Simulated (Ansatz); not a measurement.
CdTe:
```
CELL_PARAMETERS angstrom
      0.00000     3.30913     3.30913
      3.30913     0.00000     3.30913
      3.30913     3.30913     0.00000
ATOMIC_POSITIONS crystal
  Te 0.75000 0.75000 0.75000
  Cd 0.00000 0.00000 0.00000
```

Relaxed with PBE. Special points in fractions of this cell's reciprocal vectors: Γ (0.000, 0.000, 0.000); X (0.500, 0.000, 0.500); U (0.625, 0.250, 0.625); K (0.375, 0.375, 0.750); L (0.500, 0.500, 0.500); W (0.500, 0.250, 0.750).

### Question
List the band energies nearest the valence-band maximum at these points for PBE in the plane-wave PAW code Ansatz.

### Answer
In eV from the valence-band maximum; about four levels below and three above (degenerate sets whole), none deeper than 8.9 eV; points with the same levels are listed once.

```tsv
k	below	above
Γ	-7.87 -7.87 0.00 0.00 0.00	0.58 4.65 4.65 4.65
X	-7.44 -4.01 -1.66 -1.66	2.68 2.75 8.49
U	-7.41 -3.91 -2.28 -1.37	2.93 4.44 7.23
L	-7.56 -4.07 -0.69 -0.69	1.76 5.23 5.23
W	-7.38 -3.89 -2.08 -1.94	4.03 4.70 5.49
```

Space group F-43m (zinc blende). The PBE relaxation kept the symmetry of its start; of distortions, only those at the zone centre were tested. Scalar-relativistic: spin–orbit coupling is off unless named, which matters more the heavier the elements.

Potentials: the later of the program's two PAW sets.
